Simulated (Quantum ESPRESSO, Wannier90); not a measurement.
# MgTe (wurtzite), plane waves to Wannier functions

```xyz
4
Lattice="4.5902 0.0000 0.0000 -2.2951 3.9752 0.0000 0.0000 0.0000 7.4378" Properties=species:S:1:pos:R:3 pbc="T T T"
Mg     2.2951    -1.3251    -0.0298
Mg    -2.2951     1.3251     3.6891
Te     2.2951    -1.3251     2.7818
Te    -2.2951     1.3251    -0.9371
```

Structure: Materials Project mp-1039, symmetrised, not relaxed again. COD (Crystallography Open Database) has an entry of this formula and space group (matched by these alone). Level: PBEsol, no spin polarisation, no spin-orbit coupling; pw.x of Quantum ESPRESSO at 68 Ry with PseudoDojo potentials, 6×6×4 k-points, Wannier90. Density: 12×12×4 mesh, cold smearing 0.01 Ry. Spin-orbit coupling is left out although heavy elements are present.

Valence charges of the files: Mg 10, Te 16. 44 bands were computed.

Isolated groups of bands, relative to the valence-band maximum (bands from 27 on overlap up to the last one computed):

| bands | from (eV) | to (eV) | filling | weight on atomic waves |
|---|---|---|---|---|
| 1–2 | -74.91 | -74.91 | filled | Mg 2s 100 % |
| 3–8 | -41.84 | -41.83 | filled | Mg 2p 100 % |
| 9–18 | -35.14 | -35.13 | filled | Te 4d 100 % |
| 19–20 | -10.27 | -9.48 | filled | Te 5s 90 %, Mg 3s 10 % |
| 21–26 | -3.25 | 0.00 | filled | Te 5p 88 %, Mg 3s 9 % |

Wanted is a model with the orbitals Mg s p, Te s p, without the filled groups that are mainly made of other shells (semicore states, and anion s where it isn't named); all higher bands stay in for disentanglement.

Question: Give num_wann, exclude_bands and num_bands, and the number of electrons that the model holds.

Answer: Electrons: 2×10 + 2×16 = 52, which fill 26 bands.
num_wann = 2×4 + 2×4 = 16.
exclude_bands = 1-18, 18 bands, so num_bands = 44 − 18 = 26.
The model holds 52 − 2×18 = 16 electrons. With the window frozen to 3.79 eV it follows pw.x to 4.6 meV rms (states up to 3.3 eV relative to the valence-band maximum).
